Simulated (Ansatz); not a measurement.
SiC:
```
CELL_PARAMETERS angstrom
      2.61909     0.00000     0.00000
      0.00000     2.61909     0.00000
      0.00000     0.00000     2.61909
ATOMIC_POSITIONS crystal
  Si 0.00000 0.00000 0.00000
  C  0.50000 0.50000 0.50000
```

Relaxed with r²SCAN. Special points in fractions of this cell's reciprocal vectors: Γ (0.000, 0.000, 0.000); X (0.000, 0.500, 0.000); M (0.500, 0.500, 0.000); R (0.500, 0.500, 0.500).

**Question.** List the band energies nearest the Fermi level at these points for the program Ansatz at the r²SCAN level (PAW).

**Answer.** In eV from the Fermi level; about four levels below and three above (degenerate sets whole), none deeper than 8.9 eV; … stands for higher levels left out; points with the same levels are listed once.

```csv
k,below,above
Γ,-1.26 -1.26 -1.26,1.98 5.09 5.09
X,–,0.90 0.90 5.48
M,-8.67 -8.67 -5.68,2.60 9.61 9.61
R,-4.83 -4.83 -4.83 -1.77 -1.77 -1.77,…
```

Space group Pm-3m (CsCl type). A made-up cell: these elements were put on the sites of a structure type; neither database checked (COD, Materials Project) lists it. It is not the phase usual at ambient conditions (space group No. 186, 216). The cell was relaxed with r²SCAN under the symmetry of its start. At this level the phase is mechanically unstable.

Potentials: the later of the program's two PAW sets.
